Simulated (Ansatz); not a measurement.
# NbP: from a starting cell to a relaxed one

The start is a generated cell, NbP built in the FeB structure type. A full variable-cell relaxation at zero pressure is run with PBE (plane waves to 420 eV, PAW, scalar-relativistic; Ansatz, a first-principles code). First-step values are on the input's coarse k-mesh.

Ansatz input (later rounds restart from its end on a renewed k-mesh):
Ansatz 0.2 input:
```yaml
crystal:
  lattice:
    - [6.911333, 0, 0]
    - [0, 3.705458, 0]
    - [0, 0, 5.097516]
  atoms:
    - { symbol: Nb, position: [0.18, 0.25, 0.125] }
    - { symbol: Nb, position: [0.32, 0.75, 0.625] }
    - { symbol: Nb, position: [0.82, 0.75, 0.875] }
    - { symbol: Nb, position: [0.68, 0.25, 0.375] }
    - { symbol: P, position: [0.036, 0.25, 0.61] }
    - { symbol: P, position: [0.464, 0.75, 0.11] }
    - { symbol: P, position: [0.964, 0.75, 0.39] }
    - { symbol: P, position: [0.536, 0.25, 0.89] }
basis: { ecutwfc: 420, ecutrho_ratio: 4, xc_grid: 2, fft_grid_basis: typed }
kpoints: { mp_grid: { grid: [4, 6, 5] } }
hamiltonian:
  xc: pbe
  dispersion: none
  pseudopotentials: { kind: paw }
scf: { occupations: { method: fermi_dirac, width: 0.05 } }
relax: { f_tol: 0.01, max_steps: 100, cell: { stress_tol: 0.02 } }
output: { forces: true, stress: true }
```

### Question
How large is the pressure on the unrelaxed cell, and of which sign?

### Answer
-12 GPa (negative: the cell is under tension).

### Question
Which atoms feel the largest initial force, and how large is it?

### Answer
About 2.4 eV/Å, on P5, P6, P7, P8 (atoms numbered as listed).

### Question
How does the volume per atom move from start to end?

### Answer
-6.6 %, from 16.32 to 15.24 Å³/atom.

### Question
How do the shortest distances between atoms change?

### Answer
The closest pairs of elements (up to four, under 3.6 Å), start → end: P–P 2.22 → 2.67 Å; Nb–P 2.67 → 2.47 Å; Nb–Nb 3.30 → 3.13 Å.

### Question
Is the relaxed structure metallic? Give its gap.

### Answer
No gap (metallic).

### Question
What does it relax into? Give the structure.

### Answer

```cif
data_Nb4P4
_chemical_formula_sum 'Nb4 P4'
_space_group_name_H-M_alt 'Pnma'
_space_group_IT_number 62
_space_group_name_Hall '-P 2ac 2n'
_cell_length_a 5.97409
_cell_length_b 4.33051
_cell_length_c 4.71169
_cell_angle_alpha 90.000
_cell_angle_beta 90.000
_cell_angle_gamma 90.000
loop_
_space_group_symop_operation_xyz
  'x, y, z'
  '-x, -y, -z'
  '-x+1/2, -y, z+1/2'
  'x+1/2, y, -z+1/2'
  'x+1/2, -y+1/2, -z+1/2'
  '-x+1/2, y+1/2, z+1/2'
  '-x, y+1/2, -z'
  'x, -y+1/2, z'
loop_
_atom_site_label
_atom_site_type_symbol
_atom_site_symmetry_multiplicity
_atom_site_Wyckoff_symbol
_atom_site_fract_x
_atom_site_fract_y
_atom_site_fract_z
_atom_site_occupancy
Nb1 Nb 4 c 0.18372 0.25000 0.14944 1
P1 P 4 c 0.04108 0.25000 0.65834 1
```

The space group stays Pnma (No. 62) (the run could not lower it), with 8 atoms in the primitive cell. Final values are on a 8×11×10 k-mesh of the relaxed cell. No spin polarisation in the result.

The run could not lose the symmetry of its start; a randomly shaken copy of 8 atoms returns to this structure.

The relaxed structure here is a generated cell of NbP: the first start was made by placing the elements on the sites of a structure type, and the end was not matched to a known phase here, so it may be hypothetical.
